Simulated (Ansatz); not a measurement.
Relaxation of a generated cell, Rh built in the AFLOW prototype A_hP1_191_a (A_f, as in Sn); 1 atom in the cell, which starts as P6/mmm (No. 191), hP1; a = b = 2.572 Å, c = 2.395 Å, α = β = 90.00°, γ = 120.00°. The numbers are results of r2SCAN (plane waves to 500 eV, PAW, scalar-relativistic; Ansatz, an electronic-structure program), not measurements. Γ-centred k-mesh 14×14×13 on the run's cell (coarser than for final values), Fermi–Dirac smearing 0.05 eV. This is the first round of the run. 

The optimiser's lines from the output (shortened; P is positive under compression):

```
relax step   1: F+E_penalty+E_count = -6414.72279168 eV  Δ(F+E_penalty+E_count) = +0.000e0 eV  max|allowed force component| = 0.000e0 eV/Å  Δτ_max = 0.0000 Å  P = +24.444 GPa  Ω = 13.718 Å³  (7 SCF iters, dr2 threshold 1.00e-7 eV, accepted)
relax step   2: F+E_penalty+E_count = -6414.81138259 eV  Δ(F+E_penalty+E_count) = -8.859e-2 eV  max|allowed force component| = 0.000e0 eV/Å  Δτ_max = 0.0000 Å  P = -5.705 GPa  Ω = 15.331 Å³  (9 SCF iters, dr2 threshold 1.00e-7 eV, accepted)
relax step   3: F+E_penalty+E_count = -6414.82073153 eV  Δ(F+E_penalty+E_count) = -9.349e-3 eV  max|allowed force component| = 0.000e0 eV/Å  Δτ_max = 0.0000 Å  P = -1.107 GPa  Ω = 15.006 Å³  (8 SCF iters, dr2 threshold 1.00e-7 eV, accepted)
relax step   4: F+E_penalty+E_count = -6414.82172972 eV  Δ(F+E_penalty+E_count) = -9.982e-4 eV  max|allowed force component| = 0.000e0 eV/Å  Δτ_max = 0.0000 Å  P = +0.136 GPa  Ω = 14.931 Å³  (6 SCF iters, dr2 threshold 1.00e-7 eV, accepted)
relax step   5: F+E_penalty+E_count = -6414.82174684 eV  Δ(F+E_penalty+E_count) = -1.712e-5 eV  max|allowed force component| = 0.000e0 eV/Å  Δτ_max = 0.0000 Å  P = +0.006 GPa  Ω = 14.940 Å³  (3 SCF iters, dr2 threshold 1.00e-7 eV, accepted)
relax step   6: F+E_penalty+E_count = -6414.82224721 eV  Δ(F+E_penalty+E_count) = -5.004e-4 eV  max|allowed force component| = 0.000e0 eV/Å  Δτ_max = 0.0000 Å  P = +0.020 GPa  Ω = 14.940 Å³  stress off target by 2.72e-2 GPa  SCF on the basis re-selected at this cell (its energy is not comparable with the rows above)  (9 SCF iters)
relax step   7: F+E_penalty+E_count = -6414.82224696 eV  Δ(F+E_penalty+E_count) = +2.557e-7 eV  max|allowed force component| = 0.000e0 eV/Å  Δτ_max = 0.0000 Å  P = +0.000 GPa  Ω = 14.942 Å³  (4 SCF iters, dr2 threshold 1.86e-9 eV, accepted)
relax step   8: F+E_penalty+E_count = -6414.82224836 eV  Δ(F+E_penalty+E_count) = -1.398e-6 eV  max|allowed force component| = 0.000e0 eV/Å  Δτ_max = 0.0000 Å  P = +0.000 GPa  Ω = 14.942 Å³  stress off target by 4.88e-4 GPa  SCF on the basis re-selected at this cell (its energy is not comparable with the rows above)  (4 SCF iters)
```

From the first to the last row the energy changes by -0.10 eV/atom and the volume by +8.9 %. The last row is marked as not comparable with the walk above it, whose basis was carried along; it does compare with step 1, since both stand on a basis selected at the nominal cutoff for their own cell.

Later rounds, restarted from the end of this one on a renewed k-mesh, logged 3 more steps and released under 0.01 eV/atom more. The final structure after all rounds: P6/mmm (No. 191), hP1, AFLOW prototype A_hP1_191_a (A_f, as in Sn); a = 2.6169 Å, b = 2.6169 Å, c = 2.5198 Å, α = 90.00°, β = 90.00°, γ = 120.00°. Between re-selections the logged energies stand on a plane-wave basis carried along with the cell. No spin polarisation in the result.

The run could not lose the symmetry of its start: the end is stationary, and may be a saddle point rather than a minimum.

The relaxed structure here is a generated cell of Rh: the first start was made by placing the elements on the sites of a structure type, and the end was not matched to a known phase here, so it may be hypothetical. Known forms of Rh include space group No. 225.
